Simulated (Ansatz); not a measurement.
# Trial inputs on Na

The reference input for Ansatz (plane-wave DFT with PAW):

```yaml
crystal:
  lattice:
    - [-2.1040267987, 2.1040267987, 2.1040267987]
    - [2.1040267987, -2.1040267987, 2.1040267987]
    - [2.1040267987, 2.1040267987, -2.1040267987]
  atoms:
    - { symbol: Na, position: [0.0, 0.0, 0.0] }
basis:
  ecutwfc: 420
kpoints:
  mp_grid: { grid: [8, 8, 8] }
hamiltonian:
  xc: pbe
scf:
  occupations: { method: gaussian, width: 0.1 }
output:
  forces: true
  stress: true
  eigenvalues: true
```

Command:

```bash
ansatz run input.yaml --threads 1 --pin off --max-ram 1331MiB --backend cpu --events-out ev --progress --plain --runs-dir out
```

The run converges in 6 SCF iterations on 29 irreducible k-points: pressure -0.04 GPa, no gap.

Settings here are deliberately varied, not converged. Each trial's input is given as a difference from the reference's; energies are extrapolated to zero smearing where there is one, and pressure is positive in compression. Charged cells sit in a uniform background, and their pressures hang on that convention.

Trial 1:

```diff
+total_charge: 1
```

What does the program give?

The run converges in 7 SCF iterations on 29 irreducible k-points: pressure 10.67 GPa (with the neutralising background of the charged cell), gap on the sampled k-points 23.74 eV (the reference is a metal, so it comes from the sampling or the changed settings).

Trial 2:

```diff
 kpoints:
-  mp_grid: { grid: [8, 8, 8] }
+  mp_grid: { grid: [1, 6, 1], shift: [0.5, 0.5, 0.5] }
```

What happens?

The run converges in 6 SCF iterations on 3 irreducible k-points: energy 2.24 eV per atom above the reference, pressure 5.40 GPa, no gap. It warns that the mesh lowers the symmetry.

Trial 3:

```diff
 basis:
+  ecutrho_ratio: 8
 scf:
-  occupations: { method: gaussian, width: 0.1 }
+  occupations: { method: methfessel_paxton }
```

How does this run end?

The run converges in 4 SCF iterations on 29 irreducible k-points: energy 0.78 meV per atom above the reference, pressure -0.04 GPa, no gap.

Trial 4 (the one atom moved, which only shifts the crystal as a whole):

```diff
 crystal:
   atoms:
-    - { symbol: Na, position: [0.0, 0.0, 0.0] }
+    - { symbol: Na, position: [0.0, 0.1188197794, 0.1188197794] }
 kpoints:
-  mp_grid: { grid: [8, 8, 8] }
+  mp_grid: { grid: [5, 6, 6] }
 hamiltonian:
-  xc: pbe
+  xc: lda
 scf:
+  max_iter: 100
+magnetization:
+  spin_polarized: true
+  initial_magnetization: 4.0
```

What happens?

The run converges in 16 SCF iterations on 55 irreducible k-points: pressure -0.80 GPa, no gap, cell moment 0.00 μB. It warns that the starting moments were lost; that the mesh lowers the symmetry.

Trial 5:

```diff
 basis:
-  ecutwfc: 420
+  ecutwfc: 280
+  xc_grid: 3
 scf:
+  mixing: { beta: 0.046, preconditioner: none }
+  initial_density: { chi_scale: 0, normalization: atom }
+  max_iter: 69
 output:
+  optics: { e_range: [0, 10], sigma: 0.2 }
```

What happens?

The run converges in 9 SCF iterations on 29 irreducible k-points: energy 121 meV per atom above the reference, pressure -0.07 GPa, no gap. It warns that the cutoff lies under the recommended one, 420 eV for these potentials; that optics were asked on partly filled bands.

Trial 6:

```diff
 crystal:
   atoms:
-    - { symbol: Na, position: [0.0, 0.0, 0.0] }
+    - { symbol: Na, position: [0.0, 0.0, 0.0], spin: 0.1 }
 hamiltonian:
+  dispersion: none
 scf:
+  mixing: { algorithm: broyden, preconditioner: none }
+  self_checks: high
+  max_iter: 67
 output:
+  populations: true
+magnetization:
+  spin_polarized: true
+  magnetic_field: 100
```

How does this run end?

The run converges in 15 SCF iterations on 29 irreducible k-points: pressure -0.04 GPa, no gap, cell moment 0.01 μB (in the typed magnetic field). It warns that the starting moments were lost; that the state wasn't tested for a lower one.

Trial 7:

```diff
 basis:
-  ecutwfc: 420
+  ecutwfc: 260
 kpoints:
+  band_path: { path: [VBM, CBM], npoints: 5 }
```

How does this run end?

The run converges in 6 SCF iterations on 29 irreducible k-points: energy 281 meV per atom above the reference, pressure -0.10 GPa, no gap. It warns that the cutoff lies under the recommended one, 420 eV for these potentials.

Trial 8:

```diff
 basis:
-  ecutwfc: 420
+  ecutwfc: 350
 hamiltonian:
-  xc: pbe
+  xc: pbesol
+  dispersion: d3bjatm
 scf:
-  occupations: { method: gaussian, width: 0.1 }
+  occupations: { method: gaussian, width: 0.087 }
+relax:
+  adjacent_minimum: "off"
+  f_tol: 0.07
+  max_steps: 30
```

What happens?

The relaxation ends after 1 step and 6 SCF iterations, 0.00 meV per atom in free energy under its start, at 37.26 Å³/atom: pressure -0.82 GPa, no gap. It warns that the cutoff lies under the recommended one, 420 eV for these potentials; that the SCF threshold is loose for the stress.